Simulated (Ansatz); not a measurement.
PbS:
```
PbS
1.0
    0.00000     3.00435     3.00435
    3.00435     0.00000     3.00435
    3.00435     3.00435     0.00000
Pb S
1 1
Direct
  0.00000   0.00000   0.00000
  0.50000   0.50000   0.50000
```

Relaxed with PBE. Independent-particle spectrum: no excitons, no local fields, no scissors shift; 0.1 eV broadening; ε₁ of the summed bands alone.

### Question
Tabulate the dielectric function from PBE in the plane-wave PAW code Ansatz.

### Answer


```
E (eV)  ε₁ xx  ε₂ xx
------  -----  -----
0.0     16.38   0.00
0.4     17.10   0.06
0.8     18.05   1.39
1.2     19.58   2.80
1.6     21.76   5.40
2.0     23.31   9.73
2.4     24.97  19.34
2.8     17.68  32.97
3.2     -8.48  30.74
3.6     -8.32  15.50
4.0     -7.11  12.38
4.4     -7.09   8.26
4.8     -5.63   5.76
5.2     -4.21   4.26
5.6     -3.28   3.50
6.0     -2.27   2.74
6.4     -1.31   2.46
6.8     -0.58   2.89
7.2     -0.79   3.71
7.6     -0.40   1.76
8.0      0.61   2.83
8.4     -0.72   4.51
8.8     -0.94   2.70
9.2     -0.41   3.07
9.6     -1.05   2.42
10.0    -0.99   2.46
10.4    -0.89   2.05
10.8    -0.94   1.94
11.2    -0.86   1.85
11.6    -0.93   1.59
12.0    -0.98   1.63
```

### Question
From ε at 1.0 eV (xx: 18.72 + 1.96i), find n, k, the normal reflectivity and the absorption coefficient.

### Answer
n = 4.33, k = 0.226, R = 39 %, α = 2kE/ħc = 23000 cm⁻¹.

With all bands, ε∞ without local fields is 16.5.

Space group Fm-3m (rock salt). The cell was relaxed with PBE under the symmetry of its start; of distortions, only those at the zone centre were tested. Scalar-relativistic: spin–orbit coupling is off unless named, which matters more the heavier the elements.

Potentials: the later of the program's two PAW sets.
